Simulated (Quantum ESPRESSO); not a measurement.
Zn2AlSe3F, a curve over strain

Computed values, not a measurement. The program is pw.x of Quantum ESPRESSO 7.5 (plane-wave density functional theory). The cell is made up: 7 atoms on a zincblende/diamond lattice with one site empty, with randomly drawn elements, strain and displacements, not relaxed. PseudoDojo standard norm-conserving files (v0.5 for PBE, v0.4.1 for LDA and PBEsol) set the functional; there is no spin polarisation, spin-orbit coupling or dispersion term, and the masses in the input are unused placeholders.

Seven runs add a strain to one cell (the same along x and y); the atoms follow the cell and are not relaxed. Stress in the table is positive in tension.

Input of the run at +0.0001:

```
&control calculation='scf', pseudo_dir='./dojo.nc.sr.pbe.v0_5.standard.upf', outdir='./o', disk_io='low', tprnfor=.true., tstress=.true. /
&system ibrav=0, nat=7, ntyp=4, nbnd=55, ecutwfc=85.99341389, nosym=.true., tot_charge=0,
 occupations='smearing', smearing='fd', degauss=0.0018374661
/
&electrons conv_thr=7.350e-09, electron_maxstep=60, /
ATOMIC_SPECIES
Al 1.0 Al.upf
F 1.0 F.upf
Se 1.0 Se.upf
Zn 1.0 Zn.upf
CELL_PARAMETERS angstrom
5.2981 -0.0616 0.0753
-0.0616 5.3298 0.0244
0.0753 0.0244 5.3543
ATOMIC_POSITIONS angstrom
Zn 0.0506 0.1291 -0.0338
Al -0.1367 2.6926 2.7236
Zn 2.6116 0.1242 2.7413
Se 1.3044 1.3781 1.2958
Se 1.3122 4.104 3.9107
Se 4.0846 1.5048 4.0119
F 3.7824 3.8357 1.4307
K_POINTS automatic
4 4 4 1 1 1
```

| added strain | free energy less that of the input shown (eV) | stress xx (GPa) | stress yy (GPa) | stress zz (GPa) | stress xy (GPa) | pressure (GPa) | next band up at Gamma (eV) | iterations |
| --- | --- | --- | --- | --- | --- | --- | --- | --- |
| -0.0209 | 0.4761 | -13.80 | -14.73 | -16.41 | -9.97 | 14.98 | 1.378 | 10 |
| -0.0024 | 0.0497 | -10.21 | -11.02 | -12.72 | -8.70 | 11.31 | 1.322 | 10 |
| +0.0001 | 0.0000 | -9.76 | -10.55 | -12.26 | -8.54 | 10.86 | 1.313 | 10 |
| +0.0111 | -0.1923 | -7.89 | -8.61 | -10.39 | -7.86 | 8.96 | 1.273 | 10 |
| +0.0148 | -0.2483 | -7.30 | -7.99 | -9.80 | -7.64 | 8.37 | 1.259 | 10 |
| +0.0241 | -0.3717 | -5.87 | -6.51 | -8.41 | -7.11 | 6.93 | 1.220 | 11 |

Question: one run is left out of the table, at +0.0027. Estimate its stress xx (GPa).

Answer: -9.31. The whole row:

| added strain | free energy less that of the input shown (eV) | stress xx (GPa) | stress yy (GPa) | stress zz (GPa) | stress xy (GPa) | pressure (GPa) | next band up at Gamma (eV) | iterations |
| --- | --- | --- | --- | --- | --- | --- | --- | --- |
| +0.0027 | -0.0487 | -9.31 | -10.08 | -11.80 | -8.38 | 10.40 | 1.304 | 10 |

A cubic fit gives a slope of stress xx against the added strain of 177 GPa at zero added strain, with the atoms clamped. Across the table the free energy follows the integral of the stress to within 1.1 meV. A rerun of one of the cells at 1467 eV and a 6 x 6 x 6 mesh moved values by no more than 0.003 eV in energy, 0.02 GPa in stress and 0.002 eV/Å in force. The band column is the level of band 50 at Gamma less that of band 49, whose number is half the electron count, rounded up; it comes from a band step after each run.